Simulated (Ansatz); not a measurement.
A 14-atom cell of GeC₅N₈ built on β-Si3N4 (relaxed group Pm), relaxed with r2SCAN. The symmetry is Pm (No. 6, monoclinic); a = 6.560 Å, b = 2.515 Å, c = 6.682 Å, β = 117.6° in the conventional setting, 6.98 Å³ an atom. C has 4 N at 1.47–1.49 Å; Ge has 4 N at 1.72–1.78 Å and 2 Ge at 2.51 Å; C has 4 N at 1.46–1.62 Å; C has 4 N at 1.38–1.50 Å; C has 4 N at 1.50–1.54 Å; C has 4 N at 1.44–1.52 Å; N has 3 C at 1.43–1.51 Å; N has 2 C at 1.46–1.49 Å and 1 Ge at 1.77 Å (further sites aren't listed).

```xyz
14
Lattice="6.8641 0.0000 0.0701 0.0000 2.5147 0.0000 -3.3718 0.0000 5.6267" Properties=species:S:1:pos:R:3 pbc="T T T"
C     1.1883    1.2573    4.5633
Ge    4.9515    0.0000    1.3992
C     3.1854    0.0000    3.4748
C     0.3049    1.2573    2.3260
C    -1.3934    1.2573    4.3543
C     2.1306    0.0000    1.0891
N    -0.0239    1.2573    3.7178
N     3.2947    0.0000    2.0161
N     2.5610    1.2573    3.9793
N     1.0990    0.0000    5.3102
N    -2.1179    0.0000    3.8448
N     6.1245    1.2573    1.5003
N     1.0842    0.0000    2.0725
N     2.0576    1.2573    0.2301
```

4 runs of Ansatz on this cell differ in the functional (and in the settings that go with it). Levels are in eV from each run's valence top; v1 is the last filled band, c1 the first empty one.

Run A, mean stress 0.0 GPa (compression positive):
```tsv
point	v5	v3	v1	c1	c2	c3
Γ	-1.69	-0.86	0.00	3.18	3.37	3.97
Z	-2.73	-2.43	-1.80	2.99	3.51	4.15
D	-2.92	-1.99	-1.74	3.38	3.73	4.44
B	-1.91	-0.67	-0.09	3.63	3.93	4.08
A	-1.70	-0.96	-0.03	3.20	3.68	3.75
E	-2.87	-2.06	-1.52	3.26	3.61	4.70
```

Run B, mean stress -5.4 GPa (compression positive):
```tsv
point	v5	v3	v1	c1	c2	c3
Γ	-1.70	-0.90	0.00	5.13	5.29	5.93
Z	-2.84	-2.58	-1.93	4.76	5.42	5.99
D	-3.07	-2.11	-1.85	5.34	5.52	6.37
B	-2.00	-0.71	-0.08	5.59	5.86	6.05
A	-1.72	-0.97	-0.03	5.14	5.64	5.70
E	-3.02	-2.18	-1.62	5.04	5.58	6.66
```

Run C, mean stress +6.2 GPa (compression positive):
```tsv
point	v5	v3	v1	c1	c2	c3
Γ	-1.70	-0.83	0.00	2.75	2.94	3.51
Z	-2.64	-2.36	-1.73	2.56	3.04	3.70
D	-2.82	-1.92	-1.68	2.95	3.30	3.96
B	-1.90	-0.65	-0.09	3.18	3.46	3.66
A	-1.70	-0.94	-0.03	2.76	3.24	3.30
E	-2.78	-2.00	-1.45	2.84	3.18	4.22
```

Run D, mean stress -5.3 GPa (compression positive):
```tsv
point	v5	v3	v1	c1	c2	c3
Γ	-1.71	-0.90	0.00	4.35	4.51	5.15
Z	-2.83	-2.57	-1.93	3.99	4.64	5.21
D	-3.06	-2.11	-1.85	4.56	4.74	5.59
B	-2.00	-0.71	-0.08	4.80	5.08	5.27
A	-1.72	-0.97	-0.03	4.37	4.86	4.91
E	-3.01	-2.18	-1.62	4.27	4.79	5.87
```

Question: Match the runs to PBE, r2SCAN, HSE06, PBE0.

Answer: A is r2SCAN, B is PBE0, C is PBE, D is HSE06. In order of the gap: PBE 2.56, r2SCAN 2.99, HSE06 3.99, PBE0 4.76 eV. The stress vanishes for r2SCAN, which relaxed the cell.

Note: simulated data, non-magnetic, for a generated structure that need not be the stable one.

Spin-orbit coupling is left out.

The program warns that its thresholds are loose for a hybrid's stress.

The meshes of the hybrids are coarse, so their gaps aren't converged to the digits shown.
